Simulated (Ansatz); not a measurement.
All numbers below come from Ansatz 0.2.0, DFT PBE, scalar-relativistic, plane waves, PAW. Settings: cutoff 420 eV, Γ-centred meshes spaced at most about 0.3 Å⁻¹, and about 0.25 Å⁻¹ or finer for metals (2π included), Gaussian smearing. No spin polarisation in the final relaxations.

These are static total energies at zero pressure.

Compare these two cells of Ga3Te2O, each relaxed at this level.

A.

```cif
data_structure
_symmetry_space_group_name_H-M 'Pmmm'
_symmetry_Int_Tables_number 47
_cell_length_a 4.7285
_cell_length_b 5.7046
_cell_length_c 5.7270
_cell_angle_alpha 90.000
_cell_angle_beta 90.000
_cell_angle_gamma 90.000
_cell_volume 154.48
loop_
_atom_site_label
_atom_site_type_symbol
_atom_site_symmetry_multiplicity
_atom_site_Wyckoff_symbol
_atom_site_fract_x
_atom_site_fract_y
_atom_site_fract_z
_atom_site_occupancy
Ga1 Ga 2 j 0.74903 0.00000 0.50000 1
Ga2 Ga 1 e 0.00000 0.50000 0.00000 1
Te1 Te 1 a 0.00000 0.00000 0.00000 1
Te2 Te 1 g 0.00000 0.50000 0.50000 1
O1 O 1 b 0.50000 0.00000 0.00000 1
```

B.

```cif
data_structure
_symmetry_space_group_name_H-M 'P4/mmm'
_symmetry_Int_Tables_number 123
_cell_length_a 3.2307
_cell_length_b 3.2307
_cell_length_c 11.2008
_cell_angle_alpha 90.000
_cell_angle_beta 90.000
_cell_angle_gamma 90.000
_cell_volume 116.91
loop_
_atom_site_label
_atom_site_type_symbol
_atom_site_symmetry_multiplicity
_atom_site_Wyckoff_symbol
_atom_site_fract_x
_atom_site_fract_y
_atom_site_fract_z
_atom_site_occupancy
Ga1 Ga 2 g 0.00000 0.00000 0.66609 1
Ga2 Ga 1 d 0.50000 0.50000 0.50000 1
Te1 Te 2 h 0.50000 0.50000 0.86047 1
O1 O 1 a 0.00000 0.00000 0.00000 1
```

Question: Which form is favoured at zero pressure, and by what margin per atom?

Answer: A is lower, by 146 meV/atom. A has space group Pmmm (No. 47), 25.7 Å³/atom and no gap on its mesh; B has space group P4/mmm (No. 123), 19.5 Å³/atom and no gap. The shortest distance is 2.36 Å (Ga–Ga) in A and 2.77 Å (Te–O) in B. The lower one is the more open, so pressure narrows the difference. Even the lower one lies +0.05 eV/atom against the reference forms of the elements (uncorrected), a margin that errors in the energy of the gaseous reference can exceed. In A, Ga on a site of symmetry 2mm is surrounded by 2 Ga at 2.36–2.37 Å, 4 Te at 3.09–3.10 Å and 2 O at 3.10 Å; Te on its first site is surrounded by 2 O at 2.36 Å, 2 Ga at 2.85 Å and 4 Ga at 3.10 Å; around O lie 2 Te at 2.36 Å and 4 Ga at 3.10 Å; 2 more sites not described. In B, Ga on a site of symmetry 4mm is surrounded by 4 Ga at 2.95 Å, 4 Te at 3.16 Å, 4 Ga at 3.23 Å, 1 Ga at 3.72 Å and 1 O at 3.74 Å; Te is surrounded by 4 O at 2.77 Å, 5 Te at 3.13–3.23 Å and 4 Ga at 3.16 Å; around O lie 8 Te at 2.77 Å, 4 O at 3.23 Å and 2 Ga at 3.74 Å; 1 more site not described. Both come from invented guesses. A third cell relaxed alike, in R-3m, lies 110 meV/atom below the lower of the two.

Spin–orbit coupling, which can matter for Te, is left out. In Pmmm, P4/mmm an odd number of electrons in the primitive cell allows no gap without spin; a larger cell or a magnetic state could open one. A magnetic state wasn't ruled out in cells without spin, among them Pmmm, P4/mmm. Cells relaxed within their symmetry can be saddle points.
